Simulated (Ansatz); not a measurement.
Two inputs for LiNb₂P₂O₁₀

Cell: a computed structure from the Materials Project (it need not be an observed phase).

Space group C2/m (No. 12); a = 9.5544, b = 9.2488, c = 4.1480 Å, β = 92.14°.

| site | Wyckoff | site symmetry | x | y | z |
| --- | --- | --- | --- | --- | --- |
| Li | 2a | 2/m | 0.0000 | 0.0000 | 0.0000 |
| Nb | 4i | m | 0.7377 | 0.0000 | 0.2426 |
| P | 4h | 2 | 0.5000 | 0.7469 | 0.5000 |
| O6 | 8j | 1 | 0.4061 | 0.8425 | 0.7046 |
| O7 | 8j | 1 | 0.5935 | 0.6483 | 0.7183 |
| O8 | 4i | m | 0.2469 | 0.0000 | 0.1940 |

One atom of each set is listed; the run and its k-mesh use a cell of 15 atoms with edges of 6.65, 6.65, 4.15 Å.

Reference run. All values are calculated (Ansatz; DFT, PBE, plane waves and PAW, scalar-relativistic, 420 eV cutoff, Γ-centred 5×5×8 k-points, Fermi–Dirac smearing 0.05 eV), not measured.

(1) The input is changed as follows: `scf.initial_density.chi_scale`: not typed → 0.3; `kpoints.mp_grid.grid`: [5, 5, 8] → [2, 2, 3]. What happens to V_zz (10²¹ V/m²) and η?

Results:

(1) 

| site | V_zz reference | η reference | V_zz changed | η changed |
| --- | --- | --- | --- | --- |
| Li | 0.23 | 0.61 | 0.23 | 0.63 |
| Nb | 5.33 | 0.83 | 4.67 | 0.92 |
| P | 1.63 | 0.13 | 1.72 | 0.13 |
| O6 | 10.10 | 0.09 | 10.05 | 0.07 |
| O7 | 10.32 | 0.21 | 10.30 | 0.19 |
| O8 | 1.12 | 0.41 | 1.31 | 0.18 |

The largest change of V_zz is on Nb, from 5.33 to 4.67. In per cent, |V_zz| changes by -12 on Nb, 0 on O (all sites that start above 2). Where |V_zz| stays above 0.1, η moves most on O8, from 0.41 to 0.18. SCF iterations: 9 and 12. In the changed run the k-mesh is coarser than the standard one, so its values aren't converged ones.

On the reference run: The largest force is 0.5 eV/Å, so the atoms aren't at the calculated equilibrium and relaxing them would move these values. A computed database structure should lie near equilibrium, so this entry is doubtful. The run finds no gap above 0.1 eV (a metal, or nearly one), so the gradients can move by 10 % or more with the k-mesh. Without spin–orbit coupling (the program notes it for Nb) the gradients can shift somewhat, as the gap is small. Semilocal functionals can leave a metal where correlation in the d or f shell opens a gap in the real compound, and that would change the values at and beside Nb. With these PAW files V_zz is typically within 2 to 3 % of all-electron values, but misses above 10 % occur on Li.
